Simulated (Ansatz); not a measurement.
⁴³Ca NMR of the central transition in Ca₃C₃Cl₂

Cell: a computed structure from the Materials Project (it need not be an observed phase).

Space group Cmcm (No. 63); a = 3.8405, b = 13.4200, c = 11.5230 Å.

```
site  Wyckoff  site symmetry       x       y       z
 Ca1       8f            m..  0.5000  0.8440  0.5611
 Ca5       4c            m2m  0.5000  0.3790  0.2500
  C7       8f            m..  0.5000  0.2327  0.6354
 C11       4c            m2m  0.5000  0.7573  0.2500
Cl13       4c            m2m  0.5000  0.9707  0.7500
Cl15       4a          2/m..  0.0000  0.0000  0.0000
```

One atom of each set is listed; the run and its k-mesh use a cell of 16 atoms with edges of 6.98, 6.98, 11.52 Å.

All values are calculated (Ansatz; DFT, PBE, plane waves and PAW, scalar-relativistic, 420 eV cutoff, Γ-centred 9×9×3 k-points, Fermi–Dirac smearing 0.05 eV), not measured.

⁴³Ca has I = 7/2 and Q = -40.80 mb (Pyykkö 2018); at 9.4 T its Larmor frequency is ν₀ = 27.0 MHz. Only the quadrupole interaction is simulated: positions count from each site's isotropic chemical shift, and J coupling is left out, as are shift anisotropy and dipolar coupling, which fast spinning averages.

Task: Simulate the second-order pattern (fast magic-angle spinning, Gaussian broadening 0.03 kHz) of site Ca5 (6 C at 2.52–2.77 Å, 4 Cl at 2.79–3.31 Å; also 2 Ca at 3.70 Å).

Result: The calculation gives C_Q = 1.61 MHz and η = 0.57, so ν_Q = 0.115 MHz and the centre of gravity lies at -10.1 ppm (-0.271 kHz).

offset (kHz), height and a bar:
```
  -0.6781          0 
  -0.6555          2 #
  -0.6329          7 ##
  -0.6103          9 ###
  -0.5877          9 ###
  -0.5652          9 ###
  -0.5426         12 ####
  -0.5200         22 ######
  -0.4974         28 ########
  -0.4748         30 #########
  -0.4522         32 ##########
  -0.4297         35 ##########
  -0.4071         39 ############
  -0.3845         47 ##############
  -0.3619         77 #######################
  -0.3393        100 ##############################
  -0.3167         82 #########################
  -0.2941         74 ######################
  -0.2716         73 ######################
  -0.2490         78 #######################
  -0.2264         91 ###########################
  -0.2038         89 ###########################
  -0.1812         71 #####################
  -0.1586         61 ##################
  -0.1361         54 ################
  -0.1135         50 ###############
  -0.0909         46 ##############
  -0.0683         43 #############
  -0.0457         40 ############
  -0.0231         27 ########
  -0.0005          5 ##
   0.0220          0
```

The largest force is 0.3 eV/Å, so the atoms aren't at the calculated equilibrium and relaxing them would move these values.

The run took 58 s of wall time (58 s of CPU time) and 1.1 GiB at its peak, on 1 thread of Intel Xeon 6975P-C (Granite Rapids) (x86_64; 48 cores open to the job, memory cap 2.5 GiB, no GPU), a shared host with a load of 0.6 a core.
